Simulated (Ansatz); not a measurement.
CoSi2:
```cif
data_Co4Si8
_chemical_formula_sum 'Co4 Si8'
_space_group_name_H-M_alt 'Fm-3m'
_space_group_IT_number 225
_space_group_name_Hall '-F 4 2 3'
_cell_length_a 5.27364
_cell_length_b 5.27364
_cell_length_c 5.27364
_cell_angle_alpha 90.000
_cell_angle_beta 90.000
_cell_angle_gamma 90.000
loop_
_atom_site_label
_atom_site_type_symbol
_atom_site_symmetry_multiplicity
_atom_site_Wyckoff_symbol
_atom_site_fract_x
_atom_site_fract_y
_atom_site_fract_z
_atom_site_occupancy
Co1 Co 4 a 0.00000 0.00000 0.00000 1
Si1 Si 8 c 0.25000 0.25000 0.25000 1
```
(The calculation used a cell of 3 atoms; values per cell refer to that cell.)

This is the LDA-relaxed structure.

Task: All from LDA (plane waves, PAW; program Ansatz), unless another level is named. Predict the bulk modulus (Birch–Murnaghan fit).

Result: 203 GPa.

Task: And the zero-point energy?

Result: 54.7 meV/atom.

Symmetry was held in the LDA relaxation; phonons on a q-mesh show no instability. The run is not spin-polarised.

Potentials: the later of the program's two PAW sets.
